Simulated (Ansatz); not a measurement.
ZnCu₂SnSe₄:
```
ZnCu2SnSe4
1.0
   -2.82904     2.82904     5.65873
    2.82904    -2.82904     5.65873
    2.82904     2.82904    -5.65873
Zn Cu Sn Se
1 2 1 4
Direct
  0.75000   0.25000   0.50000
  0.25000   0.75000   0.50000
  0.00000   0.00000   0.00000
  0.50000   0.50000   0.00000
  0.63005   0.64010   0.53155
  0.35990   0.89146   0.98996
  0.10854   0.09850   0.46845
  0.90150   0.36995   0.01004
```

Relaxed with PBEsol. Special points in fractions of this cell's reciprocal vectors: Γ (0.000, 0.000, 0.000); X (0.000, 0.000, 0.500); P (0.250, 0.250, 0.250); N (0.000, 0.500, 0.000); M (0.500, 0.500, -0.500); S (0.312, 0.688, -0.312); S0 (-0.312, 0.312, 0.312); R (-0.125, 0.125, 0.500); G (0.500, 0.500, -0.125).

Q: List the band energies nearest the Fermi level at these points for PBEsol (plane waves, PAW; program Ansatz).

A: In eV from the Fermi level; about four levels below and three above (degenerate sets whole), none deeper than 8.9 eV; points with the same levels are listed once.

```csv
k,below,above
Γ,-0.30 -0.04 -0.04 -0.02,1.55 2.19 3.31 3.31
X,-0.97 -0.85 -0.64 -0.46,0.09 1.75 2.54
P,-0.91 -0.90 -0.75 -0.74,0.45 2.34 2.45
N,-1.36 -1.34 -1.23 -0.66,1.32 2.65 2.86
M,-1.27 -1.27 -1.03 -1.03,0.79 1.59 1.59
S,-1.57 -1.28 -0.82 -0.71,1.12 2.03 2.67
R,-0.99 -0.93 -0.82 -0.69,0.39 1.99 3.02
```

Space group I-4. The PBEsol relaxation kept the symmetry of its start. The run is not spin-polarised. The Fermi level of a semimetal is unsure by some 0.05 eV on such meshes. Scalar-relativistic: spin–orbit coupling is off unless named, which matters more the heavier the elements.

Potentials: the later of the program's two PAW sets.
